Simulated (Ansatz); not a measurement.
Level of theory: DFT PBE, scalar-relativistic, plane waves, PAW (Ansatz 0.2.0). Plane waves to 420 eV, a 12×12×2 mesh through Γ for the 12-atom cell and 0.02 eV Gaussian smearing; no spin polarisation.

Formation energies are uncorrected and count from the elements' standard states at the same level.

Question: Propose a candidate for a trigonal semiconductor that holds As and 2 more elements, with a gap near 0.9 eV, a formation energy near −0.42 eV/atom and about 24 Å³ per atom, in a cell of 12 atoms.

Answer: Al₅InAs₆, space group P3m1 (No. 156). Al on its first site is surrounded by 4 As at 2.49–2.50 Å; around Al on its second site lie 4 As at 2.47–2.50 Å; In has 4 As at 2.59–2.67 Å; As on its first site has 4 Al at 2.49–2.50 Å; 8 more sites not described.

```cif
data_structure
_symmetry_space_group_name_H-M 'P3m1'
_symmetry_Int_Tables_number 156
_cell_length_a 4.0915
_cell_length_b 4.0915
_cell_length_c 20.2185
_cell_angle_alpha 90.000
_cell_angle_beta 90.000
_cell_angle_gamma 120.000
_cell_volume 293.12
loop_
_atom_site_label
_atom_site_type_symbol
_atom_site_symmetry_multiplicity
_atom_site_Wyckoff_symbol
_atom_site_fract_x
_atom_site_fract_y
_atom_site_fract_z
_atom_site_occupancy
Al1 Al 1 c 0.66667 0.33333 0.16682 1
Al2 Al 1 c 0.66667 0.33333 0.49337 1
Al3 Al 1 c 0.66667 0.33333 0.83988 1
Al4 Al 1 b 0.33333 0.66667 0.00340 1
Al5 Al 1 b 0.33333 0.66667 0.33026 1
In1 In 1 b 0.33333 0.66667 0.66824 1
As1 As 1 c 0.66667 0.33333 0.28999 1
As2 As 1 c 0.66667 0.33333 0.61569 1
As3 As 1 c 0.66667 0.33333 0.96315 1
As4 As 1 b 0.33333 0.66667 0.12658 1
As5 As 1 b 0.33333 0.66667 0.45344 1
As6 As 1 b 0.33333 0.66667 0.80018 1
```

| Property | Result |
| --- | --- |
| Volume per atom | 24.43 Å³ |
| Density | 3.96 g/cm³ |
| Formation energy | −0.425 eV/atom |
| Gap on the 12×12×2 mesh of the 12-atom cell | 0.93 eV |

The structure comes from a generated guess, relaxed at this level; another structure or a mixture of phases may lie lower. The answer needn't be unique; the calculation gave this one.

Kohn–Sham gaps at this level usually fall short of measured ones. The reference form of As is held partly by dispersion forces, which this level lacks. Symmetry constrained the relaxation, so the result can be a saddle point.
